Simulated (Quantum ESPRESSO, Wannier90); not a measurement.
# Wannier functions of MgPdF6 (R-3)

```
CELL_PARAMETERS angstrom
     -2.46565     4.27063     0.00000
     -4.93130     0.00000     0.00000
     -2.46565     1.42354     4.50999
ATOMIC_POSITIONS crystal
  Mg 0.50000 0.50000 0.50000
  Pd 0.00000 0.00000 0.00000
  F  0.75741 0.10033 0.75321
  F  0.24259 0.89967 0.24679
  F  0.38905 0.75741 0.75321
  F  0.61095 0.24259 0.24679
  F  0.10033 0.38905 0.75321
  F  0.89967 0.61095 0.24679
```

Materials Project entry mp-7921; symmetrised, unrelaxed at this level. COD (Crystallography Open Database) has an entry of this formula and space group (matched by these alone). Level: PBEsol, no spin polarisation, no spin-orbit coupling; pw.x of Quantum ESPRESSO at 68 Ry with PseudoDojo potentials, 4×4×4 k-points, Wannier90. Density: 8×8×8 mesh, cold smearing 0.01 Ry.

Base run: 23 functions from bands 15-50 of the 50 computed, start hydrogen-like Pd: d; F: p, frozen window up to 3.38 eV relative to the valence-band maximum, outer window open. Rows change the key named; with other orbitals the number of functions and the frozen window follow, as listed; window edges are relative to the valence-band maximum. The misfit compares interpolated bands with pw.x on a high-symmetry path, for states up to 2.1 eV relative to the valence-band maximum. Converged means that the tolerances were met: symmetric starts can stop on a saddle, which shows as a larger Ω_OD at equal Ω_I and can move the misfit too.

Rows with other orbitals or bands describe another subspace, so their Ω_I can't be set against the base's. Runs that didn't settle are not listed.

| setting | orbitals | bands | functions | frozen to (eV) | Ω_I (Å²) | Ω_D (Å²) | Ω_OD (Å²) | rms misfit (meV) | worst (meV) | ended |
|---|---|---|---|---|---|---|---|---|---|---|
| base | Pd d, F p | 15-50 | 23 | 3.38 | 12.79 | 0.00 | 0.11 | 0.2 | 1.5 | converged |
| num_iter = 0 (projection only) | Pd d, F p | 15-50 | 23 | 3.38 | 12.79 | 0.00 | 0.18 | 0.2 | 1.5 | no minimisation |
| other orbitals: Pd: p;d; F: p | Pd pd, F p | 3-5,15-50 | 26 | 3.38 | 12.50 | 0.00 | 1.39 | 0.2 | 1.6 | converged |
| atomic waves with projectability windows 0.01 and 0.95 | Mg 3s, Pd 4d, F 2p | 15-50 | 24 | 3.38 | 15.04 | 0.00 | 0.31 | 0.3 | 1.7 | converged |
| start: SCDM erfc, mu = fit minus three sigma, no disentanglement steps | Mg 3s, Pd 4d, F 2p | 15-50 | 24 | none | 19.13 | 0.22 | 0.90 | 5.1 | 52 | converged |
